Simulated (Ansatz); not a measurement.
# Notes on LiP4Au2

```
Au Li P
1.0
    -3.04921    4.14867    0.00000
     3.04921    0.00000   10.22032
     3.04921    4.14867    0.00000
Au Li P
4 2 8
Direct
  0.28814 0.57628 0.96186
  0.96186 0.92372 0.28814
  0.71186 0.42372 0.03814
  0.03814 0.07628 0.71186
  0.12500 0.25000 0.12500
  0.87500 0.75000 0.87500
  0.11932 0.59446 0.39906
  0.47514 0.59446 0.50648
  0.50648 0.90554 0.47514
  0.39906 0.90554 0.11932
  0.88068 0.40554 0.60094
  0.52486 0.40554 0.49352
  0.49352 0.09446 0.52486
  0.60094 0.09446 0.88068
```

Method: r2SCAN, no spin polarisation; PAW, plane waves to 500 eV, 6×6×6 Γ-centred mesh, fermi-dirac occupations (width 0.1 eV) (Ansatz 0.2.0), atoms fixed.

Task: Give the Bader charges.

Result: Bader charges in e: Li +0.93, P -0.04, Au -0.38. In the mean Li gives up most and Au takes most.

Task: Is there a gap?

Result: It is a metal, with about 5.8 states/eV a cell as the mean within 0.25 eV of the Fermi level, mostly P p (74 %).

Task: Is it stable against the elements?

Result: 0.08 eV an atom against the elements' usual phases (free molecules for gases, crystals otherwise, with no correction for O₂ or N₂), so at this geometry it isn't bound against them. Relaxing would lower it.

Task: What does the stress say?

Result: The pressure is 16.9 GPa (compression positive), so with the atoms held at these fractions the cell would first expand; the forces are large, so a full relaxation may end otherwise. The principal stresses 9.5, 18.3, 23.0 GPa differ, so its shape would change too.

Origin: a known structure type with other elements, at an estimated volume, so it need not be a known compound. Caveats: atoms or cell far from equilibrium.
